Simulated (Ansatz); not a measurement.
## Frozen normal mode in Ta₂O₅

The calculation used DFT PBEsol, scalar-relativistic, plane waves, PAW (Ansatz 0.2.0). The runs took a 420 eV cutoff, a Γ-centred 10×10×6 mesh and Gaussian smearing (0.03 eV). Spin–orbit coupling is left out, which matters for the heavy elements here. No spin polarisation. Energies are free energies at this smearing, counted from the undisturbed cell; pressure is positive in compression.

Reference structure (relaxed at this level; it needn't be the usual structure):

```yaml
crystal:
  lattice:
    - [3.66999, 0.00000, 0.00000]
    - [0.00000, 3.85909, 0.00000]
    - [0.00000, 0.00000, 6.43348]
  atoms:
    - { symbol: Ta, position: [0.50000, 0.00000, 0.50000] }
    - { symbol: Ta, position: [0.00000, 0.00000, 0.00000] }
    - { symbol: O, position: [0.50000, 0.50000, 0.50000] }
    - { symbol: O, position: [0.00000, 0.00000, 0.67925] }
    - { symbol: O, position: [0.00000, 0.50000, 0.00000] }
    - { symbol: O, position: [0.50000, 0.00000, 0.00000] }
    - { symbol: O, position: [0.00000, 0.00000, 0.32075] }
```

A zone-centre mode of this cell is frozen in: each atom moves by x times its row below, so x is the largest displacement.
```
atom ux uy uz
 Ta1  0.000  -0.110  0.000
 Ta2  0.000  -0.098  0.000
  O3  0.000   1.000  0.000
  O4  0.000   0.814  0.000
  O5  0.000   0.068  0.000
  O6  0.000  -0.342  0.000
  O7  0.000   0.814  0.000
```

```tsv
x (Å)	ΔE (meV/cell)	force along the mode (eV/Å)	pressure (GPa)	gap on the mesh (eV)
-0.1200	?	1.40	1.6	?
-0.0600	8.7	0.35	0.4	0.42
0.0000	0.0	0.00	0.0	0.32
0.0150	0.4	-0.06	0.0	0.33
0.0300	1.8	-0.13	0.1	0.34
0.0450	4.4	-0.22	0.2	0.38
0.0750	15.2	-0.53	0.6	0.46
0.0900	24.7	-0.76	0.9	0.48
0.1050	?	-1.05	?	0.49
```

By symmetry 0.1200 repeats -0.1200, -0.0900 repeats 0.0900, 0.0600 repeats -0.0600, -0.0300 repeats 0.0300 in energy, with the opposite slope along the path.

Question: Give the withheld values.

Answer: ΔE (meV/cell) at x (Å) = -0.1200: 56.4; gap on the mesh (eV) at x (Å) = -0.1200: 0.51; ΔE (meV/cell) at x (Å) = 0.1050: 38.2; pressure (GPa) at x (Å) = 0.1050: 1.2.